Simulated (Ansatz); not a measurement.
CaSe:
```
CaSe
1.0
    0.00000     2.89544     2.89544
    2.89544     0.00000     2.89544
    2.89544     2.89544     0.00000
Ca Se
1 1
Cartesian
  0.00000   0.00000   0.00000
  2.89544   2.89544   2.89544
```

Cartesian axes are those of the cell as given.

Problem. Give the high-frequency dielectric tensor and the Born effective charge tensors of the independent atoms from DFPT, LDA in the plane-wave PAW code Ansatz.

Solution. 
ε∞:
```
6.02  0.00  0.00
0.00  6.02  0.00
0.00  0.00  6.02
```
Z* of atom 1 (Ca), rows: field, columns: displacement, in e:
```
2.35  0.00  0.00
0.00  2.35  0.00
0.00  0.00  2.35
```
Z* of atom 2 (Se), rows: field, columns: displacement, in e:
```
-2.35   0.00   0.00
 0.00  -2.35   0.00
 0.00   0.00  -2.35
```

Space group Fm-3m (rock salt). The LDA relaxation kept the symmetry of its start. Scalar-relativistic: spin–orbit coupling is off unless named, which matters more the heavier the elements.

Potentials: the later of the program's two PAW sets.
